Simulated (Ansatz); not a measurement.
Values for one crystal, relaxed and computed with plane-wave PAW r²SCAN (Ansatz code); other levels are named.

| Item | Value |
|---|---|
| Volume per atom | 11.81 Å³ |
| Band gap | 4.22 eV (direct) |
| Highest zone-centre frequency (without LO–TO term) | 539 cm^-1 |
| Formation energy from the elements (no fitted shifts) | -2.83 eV/atom |
| Young's modulus | 126 GPa |
| Hole effective mass | 0.41 along z (mₑ) |
| Conduction-band minimum | at Γ |

Problem. Which compound is it?
(A) NbHO3, Pmm2 (Pearson symbol oP5)
(B) MgO, wurtzite
(C) MgF2, P3_221 (Mg on 3a, F on 6c)
(D) Ga2O3, La2O3 or Ni2Al3 type

Solution. B, MgO, wurtzite

Space group P6_3mc (wurtzite). The workflow started from a Materials Project entry (that database holds measured and hypothetical structures alike); the Crystallography Open Database copy checked does not list it. It is not the phase usual at ambient conditions (space group No. 225). The cell was relaxed with r²SCAN under the symmetry of its start; its stability against distortions is not shown here. The references are the lowest solids computed at this level, not always the standard phases (solids in place of the gases).

Potentials: the earlier of the program's two PAW sets.
